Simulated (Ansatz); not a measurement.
BN:
Space group Fmm2 (No. 42); a = 2.5001 Å, b = 6.6647 Å, c = 4.3240 Å, α = β = γ = 90.00°

```json
[
 {"atom": "B", "site": "4a", "symmetry": "mm2", "x": "0.0000", "y": "0.0000", "z": "0.0001"},
 {"atom": "N", "site": "4a", "symmetry": "mm2", "x": "0.0000", "y": "0.0000", "z": "0.6666"}
]
```
(The calculation used a cell of 2 atoms; values per cell refer to that cell.)

Relaxed with r²SCAN+D4.

Task: Which orbitals make up the states near the band edges in plane-wave PAW r²SCAN+D4 (Ansatz code)?

Result: Top 1 eV of the valence band: N 2p 91 %, B 2p 8 %. Bottom 1 eV of the conduction band: B 2p 85 %, N 2p 10 %. Projections are on Löwdin-orthogonalised atomic valence shells; empty p or d shells of many metals are not among them.

Task: Tabulate the density of states.

Result: States/eV per cell of 2 atoms, in 0.25 eV bins, energy from the valence-band maximum.

| E (eV) | total | N 2p | B 2p | B 2s |
|---|---|---|---|---|
| -7.87 | 0.35 | 0.23 | 0.05 | 0.05 |
| -7.62 | 0.37 | 0.25 | 0.05 | 0.06 |
| -7.37 | 0.42 | 0.28 | 0.06 | 0.07 |
| -7.12 | 0.43 | 0.28 | 0.07 | 0.06 |
| -6.87 | 0.43 | 0.28 | 0.07 | 0.06 |
| -6.62 | 0.47 | 0.30 | 0.09 | 0.06 |
| -6.37 | 0.53 | 0.33 | 0.12 | 0.06 |
| -6.12 | 0.57 | 0.36 | 0.14 | 0.05 |
| -5.87 | 0.62 | 0.39 | 0.16 | 0.05 |
| -5.62 | 0.69 | 0.43 | 0.19 | 0.05 |
| -5.37 | 0.79 | 0.50 | 0.23 | 0.05 |
| -5.12 | 0.73 | 0.47 | 0.21 | 0.04 |
| -4.87 | 0.84 | 0.55 | 0.24 | 0.04 |
| -4.62 | 1.26 | 0.82 | 0.39 | 0.04 |
| -4.37 | 1.11 | 0.73 | 0.34 | 0.03 |
| -4.12 | 0.87 | 0.57 | 0.26 | 0.02 |
| -3.87 | 0.74 | 0.49 | 0.22 | 0.02 |
| -3.62 | 0.87 | 0.59 | 0.25 | 0.02 |
| -3.37 | 0.69 | 0.47 | 0.20 | 0.01 |
| -3.12 | 0.79 | 0.55 | 0.22 | 0.01 |
| -2.87 | 0.71 | 0.50 | 0.19 | 0.01 |
| -2.62 | 0.69 | 0.50 | 0.18 | 0.01 |
| -2.37 | 0.68 | 0.50 | 0.17 | 0.00 |
| -2.12 | 0.70 | 0.52 | 0.17 | 0.00 |
| -1.87 | 0.72 | 0.56 | 0.16 | 0.00 |
| -1.62 | 0.63 | 0.50 | 0.12 | 0.00 |
| -1.37 | 0.57 | 0.47 | 0.10 | 0.00 |
| -1.12 | 0.71 | 0.61 | 0.10 | 0.00 |
| -0.87 | 0.51 | 0.45 | 0.06 | 0.00 |
| -0.62 | 0.44 | 0.40 | 0.03 | 0.00 |
| -0.37 | 0.28 | 0.26 | 0.01 | 0.00 |
| -0.12 | 0.08 | 0.08 | 0.00 | 0.00 |
| 0.13 | 0.00 | 0.00 | 0.00 | 0.00 |
| 0.38 | 0.00 | 0.00 | 0.00 | 0.00 |
| 0.63 | 0.00 | 0.00 | 0.00 | 0.00 |
| 0.88 | 0.00 | 0.00 | 0.00 | 0.00 |
| 1.13 | 0.00 | 0.00 | 0.00 | 0.00 |
| 1.38 | 0.00 | 0.00 | 0.00 | 0.00 |
| 1.63 | 0.00 | 0.00 | 0.00 | 0.00 |
| 1.88 | 0.00 | 0.00 | 0.00 | 0.00 |
| 2.13 | 0.00 | 0.00 | 0.00 | 0.00 |
| 2.38 | 0.00 | 0.00 | 0.00 | 0.00 |
| 2.63 | 0.00 | 0.00 | 0.00 | 0.00 |
| 2.88 | 0.00 | 0.00 | 0.00 | 0.00 |
| 3.13 | 0.00 | 0.00 | 0.00 | 0.00 |
| 3.38 | 0.00 | 0.00 | 0.00 | 0.00 |
| 3.63 | 0.00 | 0.00 | 0.00 | 0.00 |
| 3.88 | 0.00 | 0.00 | 0.00 | 0.00 |
| 4.13 | 0.02 | 0.00 | 0.01 | 0.00 |
| 4.38 | 0.05 | 0.01 | 0.04 | 0.00 |
| 4.63 | 0.10 | 0.01 | 0.08 | 0.00 |
| 4.88 | 0.17 | 0.01 | 0.15 | 0.00 |
| 5.13 | 0.49 | 0.04 | 0.43 | 0.00 |
| 5.38 | 0.72 | 0.08 | 0.61 | 0.00 |
| 5.63 | 0.60 | 0.07 | 0.48 | 0.01 |
| 5.88 | 0.49 | 0.07 | 0.36 | 0.01 |
| 6.13 | 0.45 | 0.07 | 0.31 | 0.01 |
| 6.38 | 0.44 | 0.07 | 0.29 | 0.02 |
| 6.63 | 0.42 | 0.07 | 0.27 | 0.02 |
| 6.88 | 0.40 | 0.07 | 0.23 | 0.02 |
| 7.13 | 0.40 | 0.08 | 0.22 | 0.02 |
| 7.38 | 0.41 | 0.08 | 0.21 | 0.02 |
| 7.63 | 0.45 | 0.09 | 0.22 | 0.03 |
| 7.88 | 0.51 | 0.10 | 0.24 | 0.04 |
| 8.13 | 0.47 | 0.10 | 0.22 | 0.03 |
| 8.38 | 0.28 | 0.07 | 0.13 | 0.02 |
| 8.63 | 0.25 | 0.07 | 0.12 | 0.01 |
| 8.88 | 0.25 | 0.06 | 0.11 | 0.02 |

The workflow started from a Materials Project entry (that database holds measured and hypothetical structures alike); the Crystallography Open Database copy checked does not list it. It is not the phase usual at ambient conditions (space group No. 186, 194, 216). The r²SCAN+D4 relaxation kept the symmetry of its start; whether a distortion lowers the energy is not shown.

Potentials: the later of the program's two PAW sets.
